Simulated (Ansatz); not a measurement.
# C: energy along a strain

C, P6/mmm, a = 4.775 Å, c = 4.132 Å. This isn't the element's structure at ambient conditions. Ansatz: LDA, PAW, 420 eV, Γ-centred 12×12×10 mesh on 10 atoms, Gaussian smearing 0.15 eV; no spin polarisation. Cell vectors (Å): 4.775 0.000 0.000; -2.387 4.135 0.000; 0.000 0.000 4.132. The cell is strained by x per cent times the pattern (1 0 0 0 0 0) in the order xx yy zz yz xz xy (engineering shears), with fractional coordinates held. y is the free energy over the start, V0 = 8.159 Å³/atom. Points with a strain past 8.5 % were computed too (5) and aren't used here.

| x (%) | y (meV/atom) |
| --- | --- |
| -7.50 | ? |
| -3.75 | 19.58 |
| 0.00 | 0.00 |
| 3.75 | 17.78 |
| 7.50 | 67.08 |

Q: Fit y = c2 x² + c3 x³ to the other rows, get the stiffness along the pattern, and predict the missing energy.

A: Least squares on the rows shown. y = 1.3268 x² − 0.017881 x³. The clamped-ion stiffness p·C·p = 2 × 13.27 eV × 160.2 / 8.159 Å³ = 521 GPa, which is C11 in these axes. At x = -7.50 the fit asked for gives 82.18 meV/atom. The run gave 80.68 meV/atom, so the fit is 1.50 meV/atom too high, 1.9 % of the span of the series, against an rms of 0.04 meV/atom on the fitted rows. The row lies outside the fitted range. With a term in x⁴ added, a fit to the same known rows (none to spare) predicts 81.48 meV/atom, which recovers part of the miss; the known rows don't hold the rest.